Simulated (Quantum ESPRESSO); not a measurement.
pw.x input (Quantum ESPRESSO 7.5; PBE, PseudoDojo standard norm-conserving files, scalar-relativistic):

```
&CONTROL
  calculation = 'scf'
  pseudo_dir = './pseudo'
  outdir = './out'
  tprnfor = .true.
  tstress = .true.
/
&SYSTEM
  ibrav = 0
  nat = 3
  ntyp = 2
  ecutwfc = 84.0
  ecutrho = 336.0
  occupations = 'smearing'
  smearing = 'fd'
  degauss = 0.002
  nbnd = 19
/
&ELECTRONS
  conv_thr = 3e-10
/
ATOMIC_SPECIES
S 32.0600 S.upf
Pt 195.0840 Pt.upf
CELL_PARAMETERS angstrom
  3.582498300080   0.000000000000   0.000000000000
 -1.791249150040   3.102534536884   0.000000000000
  0.000000000000   0.000000000000   4.660181462000
ATOMIC_POSITIONS crystal
S   0.666666667000   0.333333333000   0.741351517300
S   0.333333333667   0.666666666333   0.258648482700
Pt   0.000000000333   0.000000000000   0.000000000000
K_POINTS automatic
9 9 6 0 0 0
```

End of the output:

```

[...]
     the Fermi energy is    12.5990 ev
!    total energy              =    -305.26984481 Ry
     estimated scf accuracy    <          1.9E-11 Ry
     smearing contrib. (-TS)   =      -0.00001974 Ry
     internal energy E=F+TS    =    -305.26982506 Ry
     The total energy is F=E-TS. E is the sum of the following terms:
     one-electron contribution =    -129.83301314 Ry
     hartree contribution      =      77.54878687 Ry
     xc contribution           =     -60.10789305 Ry
     ewald contribution        =    -192.87770573 Ry
     convergence has been achieved in  11 iterations
     Forces acting on atoms (cartesian axes, Ry/au):
     atom    1 type  1   force =    -0.00000000   -0.00000000    0.00086314
     atom    2 type  1   force =     0.00000000    0.00000000   -0.00086314
     atom    3 type  2   force =    -0.00000000    0.00000000    0.00000000
     Total force =     0.001221     Total SCF correction =     0.000010
     Computing stress (Cartesian axis) and pressure
          total   stress  (Ry/bohr**3)                   (kbar)     P=       42.92
   0.00028719  -0.00000000   0.00000000           42.25       -0.00        0.00
  -0.00000000   0.00028719   0.00000000           -0.00       42.25        0.00
  -0.00000000  -0.00000000   0.00030084           -0.00       -0.00       44.26
```

Spin-orbit coupling is not included.

Geometry relaxed with PBE+D3(BJ).
